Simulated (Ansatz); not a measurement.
Rocksalt CaO was put through Ansatz (plane waves). The cell was relaxed beforehand with r2SCAN.

The cell:
```
CELL_PARAMETERS angstrom
0.00000 2.39755 2.39755
2.39755 0.00000 2.39755
2.39755 2.39755 0.00000
ATOMIC_POSITIONS crystal
Ca 0.00000 0.00000 0.00000
O 0.50000 0.50000 0.50000
```

Abridged output:
```
Functional definition: PBE
Crystal: 2 atoms, lattice volume = 27.563 Å³
Basis set: ecut = 1240 eV, 2733 PW (Γ)
Bands: 12, of which v1, the nominal top of the filled ones, is band 8 counted from 1 (7 counted from 0)
Symmetry: 48 space group operations
Space group: Fm-3m (ITA 225)
k-points: 16 of 216
Free energy (F): -1521.084713 eV
Fermi energy:    7.864060 eV
--- Band table (eV; the first three rows and the last of 16) ---
  k-point 0: bands = […, -10.5216, -10.5216, -7.6472, 7.8641, 7.8641, 7.8641, 12.6573, 14.1094, 14.1094, 14.1094]
  k-point 1: bands = […, -10.5354, -10.5354, -7.2790, 7.0075, 7.5132, 7.5132, 13.7571, 14.0939, 14.5686, 14.5686]
  k-point 2: bands = […, -10.5626, -10.5626, -6.6913, 5.7478, 6.9188, 6.9188, 14.4248, 15.6245, 15.6245, 15.6819]
  k-point 15: bands = […, -10.9095, -10.8499, -7.1134, 6.6545, 6.7899, 7.0566, 12.9034, 15.5611, 16.2471, 17.4340]
--- G₀W₀: contour deformation, 6 samples at zero and on the imaginary axis and 2 off it, 216 q-points, 151 empty bands' worth ---
    ik  band        ε_KS         Σx   Σc(E_QP)       V_xc       Z   E_QP_lin       E_QP  E_QP is
     0     7      7.8641   -25.5229     4.2229   -20.2254  0.7519     6.7732     6.7895  root
     0     8      7.8641   -25.5229     4.2229   -20.2254  0.7519     6.7732     6.7895  root
     0     9     12.6573    -7.5952    -4.0132   -12.1920  0.8303    13.2439    13.2410  root
     0    10     14.1094    -7.5768    -5.3766   -14.6182  0.8094    15.8124    15.7741  root
     1     7      7.5132   -24.9410     4.1993   -19.6535  0.7508     6.4074     6.4250  root
     1     8      7.5132   -24.9410     4.1993   -19.6535  0.7508     6.4074     6.4250  root
     1     9     13.7571    -8.0693    -4.1897   -12.9893  0.8207    14.4926    14.4873  root
     1    10     14.0939    -8.3086    -5.0567   -14.8624  0.8049    15.6211    15.5909  root
     4     7      7.6783   -25.1972     4.2048   -19.8935  0.7520     6.5621     6.5796  root
     4     8      7.6783   -25.1972     4.2048   -19.8935  0.7520     6.5621     6.5796  root
     4     9     13.2559    -6.9189    -5.0429   -13.3924  0.8178    14.7114    14.6865  root
     4    10     13.7789    -8.1941    -4.2375   -13.2210  0.8208    14.5744    14.5683  root
     5     7      7.1438   -24.3765     4.1921   -19.0506  0.7500     5.9898     6.0100  root
     5     8      7.3143   -24.7375     4.2209   -19.3954  0.7502     6.1739     6.1932  root
     5     9     13.1776    -7.2416    -4.8783   -13.4663  0.8158    14.5456    14.5240  root
     5    10     15.1115    -8.8643    -4.6281   -14.5477  0.8051    16.1810    16.1669  root
     7     7      6.7315   -24.1529     4.3124   -18.7078  0.7445     5.5770     5.5988  root
     7     8      6.9133   -24.0975     4.2062   -18.7190  0.7496     5.7187     5.7410  root
     7     9     14.5180    -8.7315    -5.0860   -15.2960  0.7960    16.0293    15.9965  root
     7    10     15.2997    -8.9883    -5.1880   -15.6167  0.7906    16.7739    16.7401  root
     8     7      7.0295   -24.3995     4.2532   -19.0381  0.7471     5.9015     5.9213  root
     8     8      7.4057   -24.5819     4.1411   -19.3106  0.7528     6.2564     6.2755  root
     8     9     13.9246    -8.0239    -5.0085   -14.4829  0.8061    15.4030    15.3749  root
     8    10     14.7140    -8.6687    -4.4910   -14.1377  0.8107    15.7030    15.6919  root
     9     7      7.5066   -25.1524     4.2533   -19.7626  0.7513     6.3509     6.3701  root
     9     8      7.5066   -25.1524     4.2533   -19.7626  0.7513     6.3509     6.3701  root
     9     9     12.0089    -6.3778    -4.6514   -12.2145  0.8272    13.2086    13.1942  root
     9    10     15.2858    -8.5325    -4.9737   -14.8055  0.8095    16.6068    16.5850  root
    10     7      7.0166   -24.3049     4.2192   -18.9044  0.7502     5.8131     5.8353  root
    10     8      7.2727   -24.9124     4.2764   -19.4920  0.7496     6.1085     6.1288  root
    10     9     12.3652    -7.1404    -4.5957   -12.9437  0.8208    13.5882    13.5727  root
    10    10     16.0551    -9.4315    -5.5009   -16.6107  0.7920    17.7815    17.7334  root
    12     7      7.4911   -25.2815     4.2868   -19.8452  0.7509     6.3220     6.3418  root
    12     8      7.4911   -25.2815     4.2868   -19.8452  0.7509     6.3220     6.3418  root
    12     9     11.5117    -6.2501    -4.5116   -11.8679  0.8301    12.6296    12.6178  root
    12    10     15.9606    -9.9083    -5.6078   -17.4205  0.7986    17.9184    17.8650  root
  […]
```

The points are ik 0 = (0, 0, 0) (Γ), ik 1 = (0, 0, 1/6), ik 4 = (0, 1/6, 1/6), ik 5 = (0, 1/6, 1/3), ik 7 = (0, 1/6, -1/3), ik 8 = (0, 1/6, -1/6), ik 9 = (0, 1/3, 1/3), ik 10 = (0, 1/3, -1/2), ik 12 = (0, -1/2, -1/2), ik 14 = (1/6, 1/3, -1/3), ik 15 = (1/6, -1/2, -1/3); band 8 is the last filled one.

Question: What input produced it? Give the YAML.

Answer:
```yaml
crystal:
  # lattice and atoms as above
kpoints:
  mp_grid: { grid: [6, 6, 6] }
hamiltonian:
  xc: pbe
  pseudopotentials: { kind: nc }
scf:
  occupations: { method: fixed }
gw:
  n_empty_bands: 151
  ecut_chi: 180
  qp_bands: [v2, c2]
  qp_kpoints: band_edges
  screening: { model: contour_deformation }
```
The quasiparticle table needs the gw block. This is the file that was run; thresholds and some counts can't be read off the log exactly.

Wall time 9.4 s on 1 × NVIDIA H100 80GB HBM3 with 2 threads of AMD EPYC 7R13 Processor (Zen 3), with other jobs on the host, load about 2.7 per core; peak host memory 1.5 GiB.

Calculated for a static, non-magnetic cell.
